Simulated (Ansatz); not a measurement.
Ta$_{2}$Co:
```xyz
6
Lattice="-3.0400 3.0400 2.4824 3.0400 -3.0400 2.4824 3.0400 3.0400 -2.4824" Properties=species:S:1:pos:R:3 pbc="T T T"
Co     0.0000     0.0000     3.7236
Co     0.0000     0.0000     1.2412
Ta     4.0211     0.9811     0.0000
Ta     2.0588     0.9811     2.4824
Ta    -0.9811     2.0588     2.4824
Ta     0.9811     2.0588     0.0000
```

Relaxed with r²SCAN. Special points in fractions of this cell's reciprocal vectors: Γ (0.000, 0.000, 0.000); X (0.000, 0.000, 0.500); M (-0.500, 0.500, 0.500); Z (0.417, 0.417, -0.417); Z0 (-0.417, 0.583, 0.417); P (0.250, 0.250, 0.250); N (0.000, 0.500, 0.000).

Question: List the band energies nearest the Fermi level at these points for DFT-r²SCAN in the program Ansatz with PAW potentials.

Answer: In eV from the Fermi level; about four levels below and three above (degenerate sets whole), none deeper than 8.9 eV; points with the same levels are listed once.

| k | below | above |
|---|---|---|
| Γ | -0.60 -0.60 -0.22 -0.22 -0.21 | 0.42 1.17 1.20 |
| X | -0.39 -0.35 -0.19 -0.07 | 0.07 1.28 2.04 |
| M | -1.38 -0.63 -0.55 -0.55 | 1.10 1.30 1.30 |
| Z | -1.30 -0.70 -0.70 -0.69 | 1.00 1.58 1.58 |
| P | -0.65 -0.65 -0.17 -0.17 | 0.63 0.63 1.07 1.07 |
| N | -0.96 -0.96 -0.73 -0.73 | 0.18 0.18 0.76 0.76 |

Space group I4/mcm. The workflow started from an entry of the Crystallography Open Database (COD), which files this formula under 2 space groups. Whether it is the stable phase at ambient conditions was not checked. Symmetry was held in the r²SCAN relaxation; whether a distortion lowers the energy is not shown. The workflow began spin-polarised and lost its moments. Scalar-relativistic: spin–orbit coupling is off unless named, which matters more the heavier the elements.

Potentials: the later of the program's two PAW sets.
